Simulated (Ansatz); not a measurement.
The calculation used DFT PBE, scalar-relativistic, plane waves, PAW in Ansatz. All cells share a 420 eV cutoff and Γ-centred k meshes spaced at most about 0.3 Å⁻¹ (about 0.25 or finer for metals, 2π included). No spin polarisation in the final relaxations.

Temperature and zero-point effects are left out.

Compare these two cells of InSb2As3, each relaxed at this level.

A.

```xyz
6
Lattice="2.8447 1.6424 5.6640 -2.8447 1.6424 5.6640 0.0000 -3.2847 5.6640" Properties=species:S:1:pos:R:3 pbc="T T T"
In    0.0000    0.0000    0.0000
Sb    0.0000    0.0000    9.9255
Sb    0.0000    0.0000    7.0665
As   -1.4223    0.8212    2.8320
As    1.4223    0.8212    2.8320
As    0.0000   -1.6424    2.8320
```

B.

```xyz
6
Lattice="3.9620 0.0000 0.0000 0.0000 3.9620 0.0000 0.0000 0.0000 10.5956" Properties=species:S:1:pos:R:3 pbc="T T T"
In    0.0000    0.0000    0.0000
Sb    0.0000    0.0000    3.0451
Sb    0.0000    0.0000    7.5505
As    1.9810    0.0000    5.2978
As    0.0000    1.9810    5.2978
As    1.9810    1.9810    0.0000
```

**Question.** Which is lower in energy, and by how much?

**Answer.** A is lower, by 21 meV/atom. A has space group R-3m (No. 166), 26.5 Å³/atom and no gap on its mesh; B has space group P4/mmm (No. 123), 27.7 Å³/atom and no gap. The shortest distance is 2.84 Å (As–As) in A and 2.80 Å (In–As and As–As) in B. A holds Sb–Sb pairs (shortest 2.86 Å); in B the shortest Sb–Sb distance is 3.96 Å. The denser one is the lower, and pressure would at first widen the difference. Even the lower one lies +0.34 eV/atom against the reference forms of the elements (uncorrected), so neither is stable at this level. In A, In is surrounded by 6 As at 3.27 Å and 6 Sb at 3.57 Å; Sb is surrounded by 1 Sb at 2.86 Å, 6 As at 3.18 Å and 3 In at 3.57 Å; As has 4 As at 2.84 Å, 4 Sb at 3.18 Å and 2 In at 3.27 Å. In B, around In lie 4 As at 2.80 Å and 2 Sb at 3.05 Å; Sb is surrounded by 4 As at 3.00 Å and 1 In at 3.05 Å; around As on a site of symmetry mmm lie 4 As at 2.80 Å and 4 Sb at 3.00 Å; 1 more site not described. Both come from invented guesses. A third cell relaxed alike, in P4mm, lies 95 meV/atom below the lower of the two.

These runs have no spin–orbit coupling, which can matter for Sb. Cells relaxed within their symmetry can be saddle points.
